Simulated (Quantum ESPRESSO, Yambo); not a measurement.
## Levels of theory for the gap of LiBaF₃

LiBaF$_{3}$ (cubic perovskite, space group Pm-3m, No. 221): one geometry, one set of PBEsol (pw.x of Quantum ESPRESSO, ONCV potentials, no spin-orbit coupling) orbitals, self-energies from Yambo (4×4×4 Γ-centred k mesh, bands 2 to 121 and a 8 Ry block in the screening, 121 bands in G with the Bruneval-Gonze terminator, plasmon pole fitted at 27.2 eV).

The geometry is that of Materials Project entry mp-10250, symmetrised and not relaxed again.

| level | gap Γ → Γ (eV) | rough Yambo cost |
|---|---|---|
| PBEsol (Quantum ESPRESSO) | 6.61 | – |
| exchange only (Hartree-Fock self-energy on PBEsol orbitals) | 19.09 | about 1/20 (8 states) |
| static COHSEX@PBEsol | 10.85 | within a factor of two (2 states) |
| G0W0@PBEsol, plasmon pole | 9.84 | 1 (8 states) |

Bare exchange has no screening and gives the widest gap; static COHSEX screens it but leaves out the frequency dependence, which G0W0 restores.

Costs are rough ratios of core time on shared machines.

Nearest settings tried, and what they do to the gap: 79 bands in G: +24 meV; 48 bands in W, 48 bands in G: +267 meV; 3 Ry block (57 vectors against 179): +280 meV. Not varied: mesh. So the settings aren't converged at that level.

The cell is held in this high symmetry; tilts and polar distortions were not searched.

The structure is a Materials Project entry; no match was found in the copy of COD used, and its stability was not checked.
